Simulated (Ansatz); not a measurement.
## How many states can DFT+U reach in NiO (Fm-3m)?

Level of theory: LDA+U, U = 5.0 eV, J = 0.9 eV (Liechtenstein form) on Ni d, fully localised double counting, scalar-relativistic datasets, 420 eV, PAW set soft_2 (made for PBE), 8×8×8 mesh, Gaussian smearing of 0.05 eV; plane-wave PAW code Ansatz.

```xyz
4
Lattice="0.0000 2.0913 2.0913 2.0913 0.0000 2.0913 4.1826 4.1826 0.0000" Properties=species:S:1:pos:R:3 pbc="T T T"
Ni    0.0000    0.0000    0.0000
O     2.0913    2.0913    2.0913
Ni    2.0913    2.0913    0.0000
O     4.1826    4.1826    2.0913
```

The structure is that of a cell as deposited in COD, unrelaxed. The cell shown is twice the primitive one, so that more magnetic patterns fit.

Cell and atoms stay fixed, and the cell was started in 18 ways, of which 1 didn't converge and is left out, without spin–orbit coupling. The starts were built for 8 d electrons on Ni, a formal count that the converged states needn't keep. Starting moments of the plain starts: Ni1 2.00; Ni3 2.00 μB (atoms counted from 1).

Q: How many distinct unconstrained states are reached, over what range, and what is the lowest like? The starts that converged:
- site moments held at Ni1 1.75; Ni3 1.75 μB (constrained)
- ferromagnetic start, free, symmetry kept, no search
- ferromagnetic start, free, default search
- ferrimagnetic site moments held at Ni1 1.66; Ni3 -0.67 μB at first, then free
- total moment locked at zero, no site moments, 0.00 μB per cell (constrained)
- total moment locked, 3.60 μB per cell (constrained)
- ferrimagnetic site moments held at Ni1 1.66; Ni3 -0.83 μB (constrained)
- ferromagnetic start, free, natural orbitals of the symmetric run filled by rank
- total moment locked, 3.00 μB per cell (constrained)
- site moments held at Ni1 1.33; Ni3 1.33 μB (constrained)
- no spin polarisation
- canted directions held, 90° (constrained)
- antiferromagnetic site moments held at Ni1 1.66; Ni3 -1.66 μB at first, then free
- antiferromagnetic directions held (constrained)
- total moment locked, 4.40 μB per cell (constrained)
- total moment held at first, then free, 2.00 μB per cell
- antiferromagnetic start, free

A: 2 distinct free states (told apart by 2 meV/atom, or by moments or gap), the highest 74.7 meV/atom up. The lowest has 8 d electrons in filled orbitals, 2 of them unpaired, the high-spin filling, a gap of 2.55 eV; it came from: ferrimagnetic site moments held at Ni1 1.66; Ni3 -0.67 μB at first, then free; antiferromagnetic start, free; antiferromagnetic site moments held at Ni1 1.66; Ni3 -1.66 μB at first, then free.

Energies count from the lowest free state found; constrained states (a lock kept on the moments, or spin off) can lie above or below free ones. A natural orbital (eigenvector of a shell's occupation matrix) is counted as filled above 0.75 (0.9 in a metal) and as partly filled from 0.35 up to that; ↑ and ↓ are the spin channels.

```csv
state,reached from,ΔE (meV/atom),gap (eV),P (GPa),cell spin moment (μB),site spin moments (μB; Gaussian-weighted where vectors),shell filling,Hubbard energy (eV/cell),flags
1,"ferrimagnetic site moments held at Ni1 1.66; Ni3 -0.67 μB at first, then free; antiferromagnetic start, free; antiferromagnetic site moments held at Ni1 1.66; Ni3 -1.66 μB at first, then free",0.0,2.55,-10.8,0.00,"Ni 1.58, -1.58","Ni 5↑ 3↓, 8.35 e; Ni 3↑ 5↓, 8.35 e",0.85,–
2,antiferromagnetic directions held (constrained),0.0,2.55,-10.8,0.00,"Ni 1.58, -1.58","Ni 5↑ 3↓, 8.35 e; Ni 3↑ 5↓, 8.35 e",0.85,–
3,"canted directions held, 90° (constrained)",33.7,2.10,–,2.71,largest 1.62,"Ni 8 filled of 10 spin orbitals, 8.33 e",0.75,occupations loosely converged
4,"ferromagnetic start, free, natural orbitals of the symmetric run filled by rank; ferromagnetic start, free, symmetry kept, no search; ferromagnetic start, free, default search; 1 more",74.7,1.08,-7.2,4.00,Ni 1.66; O 0.26,"Ni 5↑ 3↓, 8.31 e",0.59,–
5,site moments held at Ni1 1.75; Ni3 1.75 μB (constrained),91.0,1.89,–,4.00,Ni 1.75; O 0.20,"Ni 5↑ 3↓, 8.27 e",0.44,–
6,"total moment locked, 3.60 μB per cell (constrained)",147.4,metal,-9.1,3.60,Ni 1.55; O 0.19,"Ni 5↑ 3↓, 8.36 e",1.02,–
7,site moments held at Ni1 1.33; Ni3 1.33 μB (constrained),228.2,metal,–,3.52,Ni 1.33; O 0.32,"Ni 5↑ 3↓, 8.46 e",1.50,lock stalled near its target
8,"total moment locked, 3.00 μB per cell (constrained)",277.1,metal,-11.6,3.00,Ni 1.36; O 0.09,"Ni 5↑ 3↓, 8.44 e",1.64,–
9,ferrimagnetic site moments held at Ni1 1.66; Ni3 -0.83 μB (constrained),308.3,metal,–,0.51,"Ni 1.66, -0.83; O -0.12","Ni 5↑ 3↓, 8.31 e; Ni 3↑(+2 partly) 3↓(+2 partly), 8.58 e",1.76,lock stalled near its target
10,"total moment locked, 4.40 μB per cell (constrained)",356.0,metal,-0.5,4.40,Ni 1.70; O 0.38,"Ni 5↑ 3↓, 8.29 e",0.75,–
11,no spin polarisation,726.6,metal,-20.5,0.00,under 0.05,"Ni 3 filled, 2 partly in each spin, 8.62 e",3.83,–
12,"total moment locked at zero, no site moments, 0.00 μB per cell (constrained)",726.6,metal,-20.5,0.00,under 0.05,"Ni 3↑(+2 partly) 3↓(+2 partly), 8.62 e",3.83,–
```

Natural occupations of the lowest free state (state 1): Ni1 spin up: 0.99 0.99 1.00 1.00 1.00; Ni1 spin down: 0.19 0.19 1.00 1.00 1.00; Ni3 spin up: 0.19 0.19 1.00 1.00 1.00; Ni3 spin down: 0.99 0.99 1.00 1.00 1.00. Since all bands are wholly filled or empty, the fractional occupations (0.19) come from mixing of the shell with the neighbours' orbitals (covalency), not from partly filled bands.

State 4 lies 74.7 meV/atom higher, or 0.30 eV per cell. It has 8 d electrons in filled orbitals, 2 of them unpaired, the high-spin filling, a gap of 1.08 eV and a whole-number cell moment of 4 μB, as a collinear insulator must have; natural occupations Ni1 spin up: 1.00 1.00 1.00 1.00 1.00; Ni1 spin down: 0.17 0.17 1.00 1.00 1.00; Ni3 spin up: 1.00 1.00 1.00 1.00 1.00; Ni3 spin down: 0.17 0.17 1.00 1.00 1.00. They differ in magnetic order (signs of the magnetic ions' moments, up to an overall flip, +− in state 1, ++ in state 4). The Hubbard term of the energy is 0.85 eV per cell in state 1 and 0.59 eV in state 4. Of the difference of 0.30 eV per cell, the Hubbard term gives -0.25 eV and all other terms 0.55 eV, so the other terms decide the order against the Hubbard term. The other terms are taken on each state's own density, so they aren't the result of a run without U.

Opposed moments on the two ions of this cell turn 6 of the 12 nearest magnetic neighbours at 2.96 Å against each other; some of these neighbours are also nearest neighbours of each other, so no collinear order can turn them all.

In the lowest free state the fixed cell carries a pressure of -11 GPa (the cell is larger than this level of theory would relax to); relaxing would change energies and could change the order of close states.

Measured magnetic order: antiferromagnetic, with a Néel temperature of 524 K (quoted in “Observation and resonant x-ray optical interpretation of multi-atom resonant photoemission effects in O 1s emission from NiO”, 2006, arxiv:cond-mat/0609101). The lowest state here has opposed moments too, though the pattern run needn't be the measured one.

Other starts might reach a lower state still. For metallic states the mesh is coarse, so energy differences carry some meV/atom. U wasn't fitted or computed for this material, so the results show what this U gives and needn't match the real solid. Stress under a held lock on site moments or directions isn't converged. A gap on the mesh alone may shrink between mesh points.
